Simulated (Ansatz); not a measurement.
# Thermal properties of Al$_{4}$Ni$_{3}$Pd from its phonons

All numbers below come from DFT PBE, scalar-relativistic, plane waves, PAW in Ansatz. Plane waves to 420 eV; Γ-centred k mesh 6×6×12; Fermi-Dirac smearing of 0.15 eV. No spin polarisation. Phonons by linear response, acoustic sum rule imposed.

Equilibrium structure at this level:
```xyz
8
Lattice="5.8934 0.0000 0.0000 0.0000 5.8934 0.0000 0.0000 0.0000 2.9402" Properties=species:S:1:pos:R:3 pbc="T T T"
Al    1.5283    4.3651    0.0000
Al    1.5283    1.5283    0.0000
Al    4.3651    4.3651    0.0000
Al    4.3651    1.5283    0.0000
Ni    2.9467    0.0000    1.4701
Ni    2.9467    2.9467    1.4701
Ni    0.0000    2.9467    1.4701
Pd    0.0000    0.0000    1.4701
```

The cell was found from a structure generator's guess, not taken from experiment. In a metal, frequencies and elastic constants depend on the k mesh and the smearing, soft modes and shear constants most. The q mesh is coarse, so values between its points are rough.

Force constants from linear response on a 1×1×4 q mesh, interpolated to a fine mesh.

Phonon density of states, in bins of 10 cm⁻¹:
(bin centre (cm⁻¹), share of modes (%)): (5, 0.0), (15, 0.0), (25, 0.1), (35, 0.1), (45, 0.2), (55, 0.4), (65, 0.6), (75, 1.1), (85, 1.2), (95, 1.7), (105, 5.1), (115, 7.4), (125, 5.7), (135, 5.0), (145, 8.3), (155, 7.2), (165, 4.9), (175, 0.9), (185, 0.1), (195, 0.0), (205, 0.0), (215, 0.3), (225, 1.5), (235, 1.5), (245, 4.7), (255, 6.3), (265, 4.6), (275, 3.8), (285, 2.3), (295, 2.6), (305, 2.9), (315, 3.6), (325, 9.7), (335, 1.8), (345, 1.4), (355, 1.0), (365, 1.1), (375, 1.0)

(1) What is the zero-point energy per atom?

(2) How large are the vibrational entropy and heat capacity at 300 K?

(3) Tabulate them against temperature.

Results:

(1) 39.2 meV.

(2) S = 3.40 k_B and C_V = 2.73 k_B per atom, 91 % of the Dulong–Petit value.

(3)
```
T (K)  F_vib (meV/atom)  S (k_B/atom)  C_V (k_B/atom)
  100              36.5          0.94            1.55
  200              22.1          2.35            2.44
  300              -2.8          3.40            2.73
  400             -35.7          4.20            2.84
  500             -74.8          4.84            2.90
  600            -118.9          5.37            2.93
  700            -167.2          5.83            2.95
  800            -219.1          6.22            2.96
  900            -274.3          6.57            2.97
 1000            -332.3          6.88            2.97
```
